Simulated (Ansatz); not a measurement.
LuSi₂Rh₂: one input, then a changed one

The cell is the one relaxed in the Materials Project (mp-3108), not relaxed further here; entries there can be hypothetical.

First run: DFT, PBEsol, all-electron LAPW, scalar-relativistic (Ansatz 0.2.0).

Command: `ansatz run input.yaml --threads 2 --pin off --max-ram 6144MiB --backend cpu --events-out ev --progress --plain --runs-dir out` The run took about 150 s on 2 threads of a shared machine.

```yaml
crystal:
  lattice:
    - [-2.0026521756, 2.0026521756, 4.9253497503]
    - [2.0026521756, -2.0026521756, 4.9253497503]
    - [2.0026521756, 2.0026521756, -4.9253497503]
  atoms:
    - { symbol: Lu, position: [0.0, 0.0, 0.0] }
    - { symbol: Si, position: [0.62038416, 0.62038416, 0.0] }
    - { symbol: Si, position: [0.37961584, 0.37961584, 0.0] }
    - { symbol: Rh, position: [0.75, 0.25, 0.5] }
    - { symbol: Rh, position: [0.25, 0.75, 0.5] }
kpoints:
  mp_grid: { grid: [11, 11, 11] }
  band_path:
    path:
      - [0.0, 0.0, 0.0]
      - [0.0, 0.0, 0.5]
      - [0.25, 0.25, 0.25]
      - [0.0, 0.5, 0.0]
      - [0.0, 0.0, 0.0]
      - [0.5, 0.5, -0.5]
      - [0.291331095, 0.708668905, -0.291331095]
      - [-0.291331095, 0.291331095, 0.291331095]
      - [0.0, 0.0, 0.0]
    npoints: 8
scf:
  occupations: { method: fermi_dirac, width: 0.08 }
hamiltonian:
  xc: pbesol
  pseudopotentials: { kind: all_electron, lapw: { basis_error: 0.0005 } }
output:
  forces: true
  stress: true
  eigenvalues: true
  populations: true
  dos: { projected: true, de: 0.2, e_range: [-14, 8] }
```

Result: converged; pressure -2.23 GPa; largest force 0.069 eV/Å; 12 SCF iterations.

Spin polarisation is left out, and whether a magnetic state lies lower isn't shown here.

No spin–orbit coupling, which matters for the heavy atoms here.

A second input differs as follows:

```diff
@@ -26,4 +26,6 @@
 scf:
   occupations: { method: fermi_dirac, width: 0.08 }
+  convergence: { dr2_threshold: 1.0e-14 }
+  max_iter: 80
 hamiltonian:
   xc: pbesol
@@ -34,4 +36,3 @@
   eigenvalues: true
   populations: true
-  dos: { projected: true, de: 0.2, e_range: [-14, 8] }
```

Does the change harm the result?

Not here: the run converged; energy at zero smearing 0.0 meV/atom from the first run; pressure -2.23 GPa; largest force 0.069 eV/Å; 20 SCF iterations, so the odd setting did no harm in this case.
